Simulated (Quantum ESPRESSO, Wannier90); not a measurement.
# Wannier functions of Hf (hcp (Mg type))

```
begin unit_cell_cart
ang
    3.1923799227    0.0000000000    0.0000000000
   -1.5961899613    2.7646821116    0.0000000000
    0.0000000000    0.0000000000    5.0450400000
end unit_cell_cart
begin atoms_frac
Hf   0.3333333333 -0.3333333333  0.2500000000
Hf  -0.3333333333  0.3333333333 -0.2500000000
end atoms_frac
```

Structure: Materials Project mp-103, symmetrised, not relaxed again. This is the element's usual structure. Method: PBEsol plane waves in Quantum ESPRESSO 7.5 (PseudoDojo norm-conserving files, 47 Ry, spinors with spin-orbit coupling), Bloch states on a 6×6×4 mesh through Γ, Wannier90 4.0.1. Density: 18×18×8 mesh, cold smearing 0.01 Ry.

A tight-binding model is made by disentanglement and projection with no localisation steps (num_iter = 0), so the 36 orbitals stay atom-like: hydrogen-like Hf: s;p;d, axes along x, y, z; frozen window up to 1.50 eV relative to the Fermi level. It follows pw.x to 18 meV rms for states up to 1.0 eV relative to the Fermi level. Matrix elements depend on this choice of orbitals and windows.

The 20 largest hoppings ⟨m,0|H|n,R⟩ between different sites (one of each Hermitian pair; signs follow the real orbitals' lobes; the list may end inside a set of equal values):

```csv
m,n,R,distance of the centres (Å),t (eV),Im t (eV)
Hf2 px↑,Hf2 px↑,1 0 0,3.19,2.510,0.023
Hf1 px↓,Hf1 px↓,1 0 0,3.19,2.509,0.023
Hf2 px↓,Hf2 px↓,1 0 0,3.19,2.509,-0.024
Hf1 px↑,Hf1 px↑,1 0 0,3.19,2.507,-0.023
Hf1 py↑,Hf1 py↑,0 1 0,3.19,1.870,-0.019
Hf2 py↑,Hf2 py↑,1 1 0,3.19,1.870,-0.018
Hf1 py↓,Hf1 py↓,0 1 0,3.19,1.869,0.019
Hf1 py↓,Hf1 py↓,1 1 0,3.19,1.869,-0.019
Hf2 py↓,Hf2 py↓,0 1 0,3.19,1.869,-0.019
Hf1 py↑,Hf1 py↑,1 1 0,3.19,1.869,0.019
Hf2 py↑,Hf2 py↑,0 1 0,3.19,1.869,0.019
Hf2 py↓,Hf2 py↓,1 1 0,3.19,1.869,0.019
Hf2 px↑,Hf2 dx2-y2↑,1 0 0,3.19,-1.691,-0.021
Hf1 dx2-y2↑,Hf1 px↑,1 0 0,3.19,1.690,-0.018
Hf1 px↓,Hf1 dx2-y2↓,1 0 0,3.19,-1.689,-0.021
Hf2 dx2-y2↓,Hf2 px↓,1 0 0,3.19,1.689,-0.018
Hf2 px↓,Hf2 dx2-y2↓,1 0 0,3.19,-1.686,0.020
Hf1 dx2-y2↓,Hf1 px↓,1 0 0,3.19,1.685,0.020
Hf1 px↑,Hf1 dx2-y2↑,1 0 0,3.20,-1.684,0.020
Hf2 dx2-y2↑,Hf2 px↑,1 0 0,3.20,1.683,0.020
```
